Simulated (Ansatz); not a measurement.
Theory: DFT PBE, scalar-relativistic, plane waves, PAW in Ansatz 0.2.0. All cells share a 420 eV cutoff and Γ-centred k meshes spaced at most about 0.3 Å⁻¹ (about 0.25 or finer for metals, 2π included). No spin polarisation in the final relaxations.

All energies are static (0 K, no zero-point motion). All come from trial cells, and lower structures may exist.

**Question.** These unrelaxed guesses for Na₂Hg are each relaxed within their symmetry. Order them by the energy at which they end, lowest first.
A.

```xyz
3
Lattice="3.3982 0.0000 0.0000 -1.6991 2.9429 0.0000 0.0000 0.0000 7.6698" Properties=species:S:1:pos:R:3 pbc="T T T"
Na    0.0000    1.9619    6.2077
Na    1.6991    0.9810    1.4621
Hg    0.0000    0.0000    0.0000
```

B.

```xyz
6
Lattice="4.7243 0.0000 0.0000 -2.3621 4.0913 0.0000 0.0000 0.0000 5.7567" Properties=species:S:1:pos:R:3 pbc="T T T"
Na    0.0000    2.7276    1.4392
Na    2.3621    1.3638    4.3176
Na    0.0000    0.0000    0.0000
Na    0.0000    0.0000    2.8784
Hg    0.0000    2.7276    4.3176
Hg    2.3621    1.3638    1.4392
```

**Answer.** B (ends in P6_3/mmc, Ni2In type, 0 meV/atom), A (ends in P-3m1, 75 meV/atom).

Spin–orbit coupling, which can matter for Hg, is left out. Cells relaxed within their symmetry can be saddle points. Some structure types and database cells were kept out of the candidates from the start, so a known form may be missing.
